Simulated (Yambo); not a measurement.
Yambo run on PbI2 (CdI2 type, space group P-3m1, No. 164). The wavefunctions are PBE (stringent potentials; pw.x of Quantum ESPRESSO, ONCV potentials, no spin-orbit coupling) ones on a 3×3×2 mesh (36 occupied bands); a = b = 4.537 Å, c = 7.066 Å, α = β = 90.00°, γ = 120.00°.

Yambo input:

```
rim_cut
gw0
dyson
el_el_corr
HF_and_locXC
ppa
em1d
RandQpts= 1000000
RandGvec= 1 Ry
EXXRLvcs= 112.5 Ry
VXCRLvcs= 450 Ry
Chimod= "HARTREE"
% BndsRnXp
 23 | 446 |
%
NGsBlkXp= 7 Ry
% LongDrXp
 1.0 | 1.0 | 1.0 |
%
PPAPntXp= 27.2114 eV
% GbndRnge
 1 | 446 |
%
GTermKind= "BG"
DysSolver= "n"
ExtendOut
% QPkrange
 2 | 2 | 36 | 37 |
%
```

k points by index: 2 = A.

Table of the .qp output:

```
#    K-point    Band    Eo [eV]    E [eV]    E-Eo [eV]    Vxc [eV]    Vnlxc [eV]    Sc|Eo [eV]    Sc|E [eV]    dSc/dw|Eo [eV]    Re(Z)    Im(Z)
#
    2    36    0.000000    -0.651629    -0.651629    -13.93047    -15.85221    1.106563    1.270106    -6.828353    0.799398    -0.001527
    2    37    2.255521    2.465232    0.209710    -9.999740    -6.381233    -3.362160    -3.408797    -6.048094    0.818152    -0.001384
```
(The two width columns are left out.) Convergence of these settings isn't established.

Geometry relaxed with PBEsol.
